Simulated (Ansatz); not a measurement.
Input, command and steps of an Ansatz relaxation.

```yaml
crystal:
  lattice:
    - [3.8485204155, 0.0, 0.0]
    - [-1.9242602077, 3.3329164468, 0.0]
    - [0.0, 0.0, 7.1296581348]
  atoms:
    - { symbol: Ti, position: [0.0, 0.0, 0.0] }
    - { symbol: Te, position: [0.6666666667, 0.3333333333, 0.2403637601] }
    - { symbol: Te, position: [0.3333333333, 0.6666666667, 0.7596362399] }
basis:
  ecutwfc: 500
kpoints:
  mp_grid: { grid: [12, 12, 8] }
hamiltonian:
  xc: r2scan
scf:
  occupations: { method: gaussian, width: 0.1 }
output:
  forces: true
  stress: true
  eigenvalues: true
relax:
  adjacent_minimum: "off"
  f_tol: 0.01
  max_steps: 30
  cell: { stress_tol: 0.1, fix: [volume] }
```

```bash
ansatz run input.yaml --threads 1 --pin off --max-ram 2560MiB --backend cpu --events-out ev --progress --plain --runs-dir out
```

Method: DFT r2SCAN, scalar-relativistic, plane waves, PAW (Ansatz 0.2.0).

The volume is held at 1.06 times that of the relaxed cell.

Of 6 frames 5 are shown, positions in Å and forces in eV/Å; the SCF threshold varies from step to step. Steps run on the plane waves of an earlier cell, with a Pulay correction in the pressure. The basis is chosen afresh for the last frame, the zero of the energies, and at times for earlier ones too; energy and pressure can step there, also at an unchanged geometry. Where two frames share a geometry here, they differ by under 2 meV/atom and 0.3 GPa. The mark taken_back stands on steps that the optimiser undid.

```xyz
3
Lattice="3.8485 0.0000 0.0000 -1.9243 3.3329 0.0000 0.0000 0.0000 7.1297" Properties=species:S:1:pos:R:3:forces:R:3 pbc="T T T" step=1 free_energy_over_end_meV_per_atom=3.74 pressure_GPa=-1.95
Ti    0.0000    0.0000    0.0000    0.0000    0.0000    0.0000
Te    1.9243    1.1110    1.7137    0.0000    0.0000   -0.2563
Te    0.0000    2.2219    5.4159    0.0000    0.0000    0.2563
3
Lattice="3.8330 0.0000 0.0000 -1.9165 3.3195 0.0000 0.0000 0.0000 7.1875" Properties=species:S:1:pos:R:3:forces:R:3 pbc="T T T" step=2 free_energy_over_end_meV_per_atom=7.07 pressure_GPa=0.85 taken_back
Ti    0.0000    0.0000    0.0000    0.0000    0.0000    0.0000
Te    1.9165    1.1065    1.6435    0.0000    0.0000    0.4288
Te    0.0000    2.2130    5.5440    0.0000    0.0000   -0.4288
3
Lattice="3.8295 0.0000 0.0000 -1.9147 3.3164 0.0000 0.0000 0.0000 7.2007" Properties=species:S:1:pos:R:3:forces:R:3 pbc="T T T" step=3 free_energy_over_end_meV_per_atom=0.22 pressure_GPa=-0.80
Ti    0.0000    0.0000    0.0000    0.0000    0.0000    0.0000
Te    1.9147    1.1055    1.6938    0.0000    0.0000   -0.0100
Te    0.0000    2.2110    5.5069    0.0000    0.0000    0.0100
3
Lattice="3.8195 0.0000 0.0000 -1.9098 3.3078 0.0000 0.0000 0.0000 7.2383" Properties=species:S:1:pos:R:3:forces:R:3 pbc="T T T" step=4 free_energy_over_end_meV_per_atom=0.03 pressure_GPa=-0.60
Ti    0.0000    0.0000    0.0000    0.0000    0.0000    0.0000
Te    1.9098    1.1026    1.6961    0.0000    0.0000    0.0105
Te    0.0000    2.2052    5.5422    0.0000    0.0000   -0.0105
3
Lattice="3.8162 0.0000 0.0000 -1.9081 3.3049 0.0000 0.0000 0.0000 7.2509" Properties=species:S:1:pos:R:3:forces:R:3 pbc="T T T" step=6 free_energy_over_end_meV_per_atom=0.00 pressure_GPa=-0.60
Ti    0.0000    0.0000    0.0000    0.0000    0.0000    0.0000
Te    1.9081    1.1016    1.6989    0.0000    0.0000   -0.0007
Te    0.0000    2.2033    5.5520    0.0000    0.0000    0.0007
```

Time: 3.5 min on 1 thread of Arm Neoverse V2 (shared host), peak memory 0.81 GiB.

The cell holds layers, and r2SCAN describes their binding at middle range but leaves out its long-range dispersion part.